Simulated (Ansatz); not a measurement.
A trial structure of Ga₃SbN₂ was built thus: random cell by space group and Wyckoff sites (P6/mmm, No. 191). The dimensions are guesses.

```
CELL_PARAMETERS angstrom
4.10748 0.00000 0.00000
-2.05374 3.55718 0.00000
0.00000 0.00000 8.85070
ATOMIC_POSITIONS crystal
Ga 0.50000 0.00000 0.50000
Ga 0.00000 0.50000 0.50000
Ga 0.50000 0.50000 0.50000
Sb 0.00000 0.00000 0.00000
N 0.00000 0.00000 0.43014
N 0.00000 0.00000 0.56986
```

Level of theory: DFT PBE, scalar-relativistic, plane waves, PAW (Ansatz 0.2.0). Cutoff 420 eV, Gaussian smearing, Γ-centred meshes. Cell and atoms relax first on a coarse mesh and then on a finer one. In between, the cell is made exact in the group found at 0.06 Å. In metals the finer mesh still leaves noise of several meV/atom or more. The steps can't lower the symmetry of their start. No spin polarisation.

A guess keeps its type if space group and coordination stay and the shape of the cell changes little (axis ratios within about 15 %, angles within 6°); the volume may change.

Task: Does this structure survive the relaxation?

Result: It doesn't keep its type. The symmetry stays P6/mmm (No. 191). The volume per atom grows by 30.1 %, from 21.6 to 28.0 Å³. The shortest distance goes from 1.24 Å (N–N) to 1.18 Å (N–N). The ratio c/a of the conventional cell changes by a factor of 0.45. Counting neighbours within 15 % of an atom's shortest distance, the start has Ga 8, N 1, Sb 8 and the end Ga 8, N 1, Sb 2. In detail, at the end around Ga lie 4 Ga at 2.93 Å and 4 N at 2.99 Å; Sb has 2 N at 2.24 Å; N is surrounded by 1 N at 1.18 Å, 1 Sb at 2.24 Å and 6 Ga at 2.99 Å.

```yaml
crystal:
  lattice:
    - [5.86503, 0.00000, 0.00000]
    - [-2.93252, 5.07927, 0.00000]
    - [0.00000, 0.00000, 5.64803]
  atoms:
    - { symbol: Ga, position: [0.50000, 0.00000, 0.50000] }
    - { symbol: Ga, position: [0.00000, 0.50000, 0.50000] }
    - { symbol: Ga, position: [0.50000, 0.50000, 0.50000] }
    - { symbol: Sb, position: [0.00000, 0.00000, 0.00000] }
    - { symbol: N, position: [0.00000, 0.00000, 0.39598] }
    - { symbol: N, position: [0.00000, 0.00000, 0.60402] }
```

The last run used a 6×6×8 mesh (in the run's order of axes) for its 6-atom cell and Gaussian smearing of 0.10 eV. No dispersion correction is applied, so the spacing and binding between layers, chains or molecules are poorly described. Spin–orbit coupling, which can matter for Sb, is left out. Symmetry constrained the relaxation, so the result can be a saddle point. Another cell of Ga3SbN2 relaxed alike, in P4/mmm, lies 0.43 eV/atom lower, so this cell isn't the stable form at this level.
